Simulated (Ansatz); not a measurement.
# SrHgGeSe₄: gradients before and after relaxing the atoms

Start: a measured structure from the Crystallography Open Database (COD), taken as it stands.

Space group Ama2 (No. 40); a = 10.8375, b = 10.7456, c = 6.6377 Å.

| site | Wyckoff | site symmetry | x | y | z |
| --- | --- | --- | --- | --- | --- |
| Sr | 4a | ..2 | 0.0000 | 0.0000 | 0.2532 |
| Ge | 4b | m.. | 0.2500 | 0.2182 | 0.7376 |
| Hg | 4b | m.. | 0.2500 | 0.8329 | 0.6939 |
| Se7 | 8c | 1 | 0.0763 | 0.7305 | 0.4520 |
| Se11 | 4b | m.. | 0.2500 | 0.4089 | 0.5535 |
| Se13 | 4b | m.. | 0.2500 | 0.0644 | 0.4930 |

One atom of each set is listed; the run and its k-mesh use a cell of 14 atoms with edges of 10.84, 6.32, 6.32 Å.

Level of theory: DFT, PBE, plane waves and PAW, scalar-relativistic, 420 eV cutoff, Γ-centred 3×5×5 k-points, Fermi–Dirac smearing 0.02 eV (Ansatz 0.2.0).

The largest force at the start is 0.51 eV/Å. Relaxing the ions at fixed cell moves them by 0.068 Å at most (atom 11, Se) and 0.044 Å rms. End positions:

Sr (0.0000, 0.0000, 0.2561)
Ge (0.2500, 0.2186, 0.7382)
Hg (0.2500, 0.8364, 0.6918)
Se7 (0.0731, 0.7295, 0.4533)
Se11 (0.2500, 0.4144, 0.5586)
Se13 (0.2500, 0.0662, 0.4839)

```json
{"site": "Sr", "moved (Å)": "0.019", "first shell before": "8 Se at 3.17–3.29 Å", "first shell after": "8 Se at 3.15–3.28 Å", "V_zz before (10²¹ V/m²)": "2.98", "η before": "0.96"}
{"site": "Ge", "moved (Å)": "0.006", "first shell before": "4 Se at 2.32–2.39 Å", "first shell after": "4 Se at 2.35–2.42 Å", "V_zz before (10²¹ V/m²)": "-2.70", "η before": "0.80"}
{"site": "Hg", "moved (Å)": "0.039", "first shell before": "4 Se at 2.52–2.82 Å", "first shell after": "4 Se at 2.58–2.83 Å", "V_zz before (10²¹ V/m²)": "-20.4", "η before": "0.50"}
{"site": "Se7", "moved (Å)": "0.037", "first shell before": "1 Ge at 2.36 Å, 1 Hg at 2.71 Å, angle 80°; also 2 Sr at 3.29 Å", "first shell after": "1 Ge at 2.39 Å, 1 Hg at 2.74 Å, angle 79°; also 2 Sr at 3.28 Å", "V_zz before (10²¹ V/m²)": "27.1", "η before": "0.85"}
{"site": "Se11", "moved (Å)": "0.068", "first shell before": "1 Ge at 2.39 Å, 1 Hg at 2.52 Å, angle 102°", "first shell after": "1 Ge at 2.42 Å, 1 Hg at 2.58 Å, angle 101°; also 2 Sr at 3.15 Å", "V_zz before (10²¹ V/m²)": "-29.1", "η before": "0.66"}
{"site": "Se13", "moved (Å)": "0.064", "first shell before": "1 Ge at 2.32 Å; also 1 Hg at 2.82 Å", "first shell after": "1 Ge at 2.35 Å; also 1 Hg at 2.83 Å", "V_zz before (10²¹ V/m²)": "31.7", "η before": "0.42"}
```

Question: What are V_zz and η after the relaxation?

Answer: 

```tsv
site	V_zz after	η after	change of V_zz
Sr	3.24	1.00	+0.26
Ge	2.50	0.99	–
Hg	-17.51	0.44	+2.85
Se7	28.0	0.87	+0.89
Se11	-30.1	0.58	-0.99
Se13	32.6	0.49	+0.88
```

The largest change of V_zz along a kept axis is on Hg, from -20.4 to -17.51. In per cent, |V_zz| changes by +9 on Sr, -14 on Hg, +3 on Se (all sites that start above 0.5, bar those whose gradient vanishes or changes sign or whose main axis turns by over 40°). On Ge the largest principal value lies along another axis in the second run, so the two V_zz can't be compared directly.

Spin–orbit coupling is left out, which shifts gradients on Hg by a few per cent, and by more where contributions nearly cancel.
